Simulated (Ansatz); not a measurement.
Here is the system:

GeW₂:
```xyz
6
Lattice="4.5427 0.0000 0.0000 -2.2714 3.9341 0.0000 0.0000 0.0000 5.2622" Properties=species:S:1:pos:R:3 pbc="T T T"
Ge     0.0000     2.6227     1.3155
Ge     2.2714     1.3114     3.9466
W      0.0000     0.0000     0.0000
W      0.0000     0.0000     2.6311
W      0.0000     2.6227     3.9466
W      2.2714     1.3114     1.3155
```

This is the PBE-relaxed structure.

Question: All from PBE (plane waves, PAW; program Ansatz), unless another level is named. Give the electronic character.

Answer: metallic (no gap).

Question: Next, the formation energy from the elements (no fitted shifts)?

Answer: 0.49 eV/atom.

Question: Next, the density of states at the Fermi level?

Answer: 1.00 states/eV per atom (mean over ±0.08 eV).

Space group P6_3/mmc. The cell is a constructed one: a structure type filled with these elements; neither database checked (COD, Materials Project) lists it. Its standing as an ambient phase is unchecked. Symmetry was held in the PBE relaxation; its stability against distortions is not shown here. No spin polarisation was allowed. The references are the lowest solids computed at this level, not always the standard phases. Scalar-relativistic: spin–orbit coupling is off unless named, which matters more the heavier the elements.

Potentials: the later of the program's two PAW sets.
